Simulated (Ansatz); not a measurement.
Li$_{2}$Se:
```
CELL_PARAMETERS angstrom
      0.00000     2.99268     2.99268
      2.99268     0.00000     2.99268
      2.99268     2.99268     0.00000
ATOMIC_POSITIONS crystal
  Li 0.25000 0.25000 0.25000
  Li 0.75000 0.75000 0.75000
  Se 0.00000 0.00000 0.00000
```

Relaxed with r²SCAN.

Q: Give the Bader charges and basin volumes of the independent atoms, r²SCAN in the plane-wave PAW code Ansatz.

A: 

```csv
atom,Bader charge (e),Bader volume (Å³)
Li1,+0.88,3.7
Se3,-1.76,46.1
```

Space group Fm-3m (anti-fluorite). The cell was relaxed with r²SCAN under the symmetry of its start.

Potentials: the later of the program's two PAW sets.
